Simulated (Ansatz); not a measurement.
## Two states of EuZn$_{4}$Sb$_{3}$

```
Eu Zn Sb
1.0
     2.23637    3.87350    0.00000
    -2.23637    3.87350    0.00000
     0.00000   -2.58234   11.75023
Eu Zn Sb
1 4 3
Direct
  0.50000 0.50000 0.50000
  0.09206 0.09206 0.27618
  0.90794 0.90794 0.72382
  0.30060 0.30060 0.90180
  0.69940 0.69940 0.09820
  0.22599 0.22599 0.67797
  0.77401 0.77401 0.32203
  0.00000 0.00000 0.00000
```

Single point in Ansatz 0.2.0 with PBE. Cutoff 420 eV, PAW datasets, 5×5×5 Γ-centred k mesh, fermi-dirac filling (width 0.1 eV).

State A: Eu1 up (collinear spin). State B: no moments (no spin polarisation).

Q: Which state is lower, and how do they differ?

A: State A is lower by 914.0 meV an atom at zero smearing; in free energy at this smearing B lies +859.6 meV an atom from A.

```json
{"state": "A", "free energy (meV/atom)": "0.0", "largest moment in a small sphere (μB)": "6.88", "net moment (μB/cell)": "7.20", "gap on mesh (eV)": "metal", "pressure (GPa)": "1.3", "largest force (eV/Å)": "0.70"}
{"state": "B", "free energy (meV/atom)": "859.6", "largest moment in a small sphere (μB)": "0.00", "net moment (μB/cell)": "0.00", "gap on mesh (eV)": "metal", "pressure (GPa)": "0.4", "largest force (eV/Å)": "0.78"}
```

Origin: a known structure type with other elements, at an estimated volume, so it need not be a known compound. Caveats: the k mesh is coarse if the cell is a metal; f shells without a U or exact exchange are poorly placed; open f shell without moments.
